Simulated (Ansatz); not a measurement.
**Elastic constants of BAs: input and output**

These are results of DFT r2SCAN+D3(BJ), scalar-relativistic, plane waves, PAW (Ansatz 0.2.0), not measurements.

Launched with:
```bash
ansatz run input.yaml --threads 1 --pin off --max-ram 2560MiB --backend cpu --events-out ev --progress --plain --runs-dir out
```

Input (bare energies are in eV):
```yaml
crystal:
  lattice:
    - [0.0, 2.382, 2.382]
    - [2.382, 0.0, 2.382]
    - [2.382, 2.382, 0.0]
  atoms:
    - { symbol: B, position: [0.0, 0.0, 0.0] }
    - { symbol: As, position: [0.25, 0.25, 0.25] }
basis:
  ecutwfc: 500
kpoints:
  mp_grid: { grid: [10, 10, 10] }
hamiltonian:
  xc: r2scan
  dispersion: d3bj
scf:
  occupations: { method: fixed }
output:
  forces: true
  stress: true
  eigenvalues: true
  polarization: {}
elastic:
  mode: relaxed_ion
  stencil: two_point
```

From the output:
```
--- Elastic constants: 2 strain directions × 2 members + reference (group order 24) ---
  dense FFT box of the reference and of every strained cell: 25×25×25
  strains applied: 11, 23; error gains: componentwise 1.00 (the most a stress slope's error grows in a printed constant), spectral 1.73 (1 for all six strains in a standard setting)
  pairwise dispersion correction: d3bj (s6 = 1.0, s8 = 0.78981345, a1 = 0.49484001, a2_bohr = 5.73083694), with the weights of each atom's references fixed at the reference crystal's, and the forces and stress that the weights' published ...
  C = ∂σ_k/∂η_j (tension-positive GPa; Voigt order 11 22 33 23 13 12):
       294.798     69.191     69.191      0.000     -0.000     -0.000
        69.191    294.798     69.191      0.000      0.000     -0.000
        69.191     69.191    294.798      0.000     -0.000      0.000
         0.000      0.000     -0.000    161.379      0.000      0.000
         0.000      0.000      0.000     -0.000    161.379      0.000
        -0.000      0.000     -0.000      0.000      0.000    161.379
  reference stress σ⁰ (GPa):      0.037      0.037      0.037     -0.000      0.000      0.000
  C* (energy form; C + prestress term) asymmetry max|C*_kj − C*_jk| = 1.421e-14 GPa — a small one proves nothing (zero by symmetry where the batch's group is 432, −43m or m−3m); a large one is finite-difference/SCF noise where every solve ...
  moduli (Voigt/Reuss/Hill, GPa): K = 144.39/144.39/144.39   G = 141.95/137.67/139.81   E = 317.08   ν = 0.134
  mechanically stable: yes (min eigenvalue of sym C = 161.38 GPa)
  e, the proper piezoelectric tensor (elastic.mode: relaxed_ion; C/m²; rows x y z; Voigt order 11 22 33 23 13 12):
      -0.00000    0.00000   -0.00000   -0.18627   -0.00000   -0.00000
      -0.00000   -0.00000    0.00000    0.00000   -0.18627    0.00000
      -0.00000    0.00000    0.00000   -0.00000    0.00000   -0.18627
  ±, each entry's uncertainty from the finite density of the strings (C/m²), an estimate: the size of the correction for it that the entry includes:
       0.00000    0.00000    0.00000    0.00793    0.00000    0.00000
       0.00000    0.00000    0.00000    0.00000    0.00793    0.00000
       0.00000    0.00000    0.00000    0.00000    0.00000    0.00793
  the group's symmetry takes up to 1.2e-8 C/m² out of the measured responses: error of the strings' finite density and of the mesh across them, as far as it breaks the symmetry (raise kpoints.mp_grid and any string_points); the largest step ...
  strain η (Voigt 11):  stress-route row diagonal C_11 = 294.80 GPa, energy-path curvature d²(F+E_count+ΔE)/dδ²/Ω₀ = 294.81 GPa
         δ    σ_11 (GPa) F (eV) n_scf n_hpsi n_pw
    -2.000e-3      -0.5542       -5021.6499603       9   29257    701   relax 0 steps, max|allowed force component| 1.06e-16 eV/Å
     2.000e-3       0.6250       -5021.6499358       9   29110    701   relax 0 steps, max|allowed force component| 1.04e-16 eV/Å
  strain η (Voigt 23):  stress-route row diagonal C_44 = 161.38 GPa, energy-path curvature d²(F+E_count+ΔE)/dδ²/Ω₀ = 161.37 GPa
         δ    σ_23 (GPa) F (eV) n_scf n_hpsi n_pw
    -2.000e-3      -0.3228       -5021.6499928       2   19316    701   relax 3 steps, max|allowed force component| 5.51e-8 eV/Å
     2.000e-3       0.3228       -5021.6499928       2   19305    701   relax 3 steps, max|allowed force component| 9.65e-8 eV/Å
--- Formal polarisation (Berry phase): one branch of a lattice of values; only differences between neighbouring runs are physical ---
  axis mesh electronic ionic p = total spread (rad) least overlap resolved gap  δp at fixed H ≤   (phases in cycles; p mod 1; gap in eV; gap and δp judge the states as solved, not the mesh's step, its ...
  b1    10×10×10       -0.50000000     3.75000000     3.25000000      0.166413         0.8360        3.4511           2.2e-6
  b2    10×10×10       -0.50000000     3.75000000     3.25000000      0.166413         0.8360        3.4511           2.2e-6
  b3    10×10×10       -0.50000000     3.75000000     3.25000000      0.166413         0.8360        3.4511           2.2e-6
  quantum along a1:   0.12462394 e/Å² =   199.669570 µC/cm²
  quantum along a2:   0.12462394 e/Å² =   199.669570 µC/cm²
  quantum along a3:   0.12462394 e/Å² =   199.669570 µC/cm²
  P = (  0.57279583,   0.57279583,   0.57279583) e/Å² = (  917.720093,   917.720093,   917.720093) µC/cm²  (mod the quanta)
```

Time: 5.5 min on 1 thread of Intel(R) Xeon(R) Processor @ 2.50GHz (Skylake/Cascade Lake) (shared host), peak memory 0.57 GiB.

The cell is the ideal cubic zincblende prototype.